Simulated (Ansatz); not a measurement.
Sc2CCl2:
```cif
data_CCl2Sc2
_chemical_formula_sum 'Sc2 C1 Cl2'
_space_group_name_H-M_alt 'P-3m1'
_space_group_IT_number 164
_space_group_name_Hall '-P 3 2"'
_cell_length_a 3.42830
_cell_length_b 3.42830
_cell_length_c 8.92769
_cell_angle_alpha 90.000
_cell_angle_beta 90.000
_cell_angle_gamma 120.000
loop_
_atom_site_label
_atom_site_type_symbol
_atom_site_symmetry_multiplicity
_atom_site_Wyckoff_symbol
_atom_site_fract_x
_atom_site_fract_y
_atom_site_fract_z
_atom_site_occupancy
Sc1 Sc 2 d 0.33333 0.66667 0.36260 1
C1 C 1 b 0.00000 0.00000 0.50000 1
Cl1 Cl 2 d 0.66667 0.33333 0.17661 1
```

Relaxed with r²SCAN+D4. 

HSE06 on this cell (Ansatz, a quantum-chemistry and plane-wave program, PAW) gives a gap of 1.65 eV. What does r²SCAN+D4 give?

1.12 eV.

Cost on shared cores: the r²SCAN+D4 run (SCF on a 9×9×3 mesh, then bands and DOS) very roughly 50 core-seconds, the HSE06 run (SCF on 6×6×2, then a few points) around 120 core-seconds (rough); the tasks are unlike.

The workflow started from a Materials Project entry (that database holds measured and hypothetical structures alike); the Crystallography Open Database copy checked does not list it. Its standing as an ambient phase is unchecked. The cell was relaxed with r²SCAN+D4 under the symmetry of its start; whether a distortion lowers the energy is not shown. The run is not spin-polarised.

Potentials: the later of the program's two PAW sets.

Ansatz is a plane-wave DFT program.
